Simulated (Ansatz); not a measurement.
Theory: DFT PBE, scalar-relativistic, plane waves, PAW (Ansatz 0.2.0). Settings: cutoff 420 eV, Γ-centred meshes spaced at most about 0.3 Å⁻¹, and about 0.25 Å⁻¹ or finer for metals (2π included), Gaussian smearing. No spin polarisation in the final relaxations.

These are static total energies at zero pressure. All come from trial cells, and lower structures may exist.

Question: Order these relaxed structures of GaP2 by energy, lowest first, with the energy over the lowest of them.
A.

Space group Pmc2_1 (No. 26). a = 3.251 Å, b = 5.158 Å, c = 7.051 Å, α = 90.00°, β = 90.00°, γ = 90.00°
| atom | site | symmetry | x | y | z |
| --- | --- | --- | --- | --- | --- |
| Ga | 2b | m.. | 0.5000 | 0.2820 | 0.5357 |
| P | 2a | m.. | 0.0000 | 0.6686 | 0.5221 |
| P | 2b | m.. | 0.5000 | 0.8610 | 0.6930 |

B.

Space group P-4m2 (No. 115). a = 3.395 Å, b = 3.395 Å, c = 4.760 Å, α = 90.00°, β = 90.00°, γ = 90.00°
| atom | site | symmetry | x | y | z |
| --- | --- | --- | --- | --- | --- |
| Ga | 1a | -4m2 | 0.0000 | 0.0000 | 0.0000 |
| P | 2g | 2mm. | 0.5000 | 0.0000 | 0.5583 |

C.

Space group P4/mmm (No. 123). a = 3.379 Å, b = 3.379 Å, c = 4.910 Å, α = 90.00°, β = 90.00°, γ = 90.00°
```
atom  site  symmetry       x       y       z
  Ga    1a     4/mmm  0.0000  0.0000  0.0000
   P    2h       4mm  0.5000  0.5000  0.7122
```

D.

Space group P4/mmm (No. 123). a = 2.556 Å, b = 2.556 Å, c = 7.762 Å, α = 90.00°, β = 90.00°, γ = 90.00°
```json
{"atom": "Ga", "site": "1b", "symmetry": "4/mmm", "x": "0.0000", "y": "0.0000", "z": "0.5000"}
{"atom": "P", "site": "2g", "symmetry": "4mm", "x": "0.0000", "y": "0.0000", "z": "0.8529"}
```

Answer: A (0 meV/atom), D (76 meV/atom), B (157 meV/atom), C (208 meV/atom). Forms: A Pmc2_1; D P4/mmm; B P-4m2; C P4/mmm. Counting P atoms around Ga (those within 1.25 times the shortest such distance or 1.15 times the sum of covalent radii, 1.27 where that leaves under three; a plus sign parts nearer from farther groups; the shortest distance is added where it exceeds 1.18 times the sum of covalent radii): A has Ga 4; D has Ga 2 from 2.7 Å; B has Ga 4+4 from 2.7 Å; C has Ga 8 from 2.8 Å. A holds P–P chains (shortest 2.25 Å); D holds P–P pairs (shortest 2.28 Å); C holds P–P pairs (shortest 2.08 Å) (bonds between like non-metal atoms; other contacts aren't counted). Even the lowest lies +0.07 eV/atom against the elements.

In P4/mmm at 16.9 Å³/atom, P-4m2, P4/mmm at 18.7 Å³/atom an odd number of electrons in the primitive cell allows no gap without spin; a larger cell or a magnetic state could open one. A magnetic state wasn't ruled out in cells without spin, among them P4/mmm at 16.9 Å³/atom, P-4m2, P4/mmm at 18.7 Å³/atom. Cells relaxed within their symmetry can be saddle points. The Pmc2_1 cell of GaP2 came from shaking the P-4m2 one. Some candidate types were left out of the draw beforehand, so a known form may be missing.
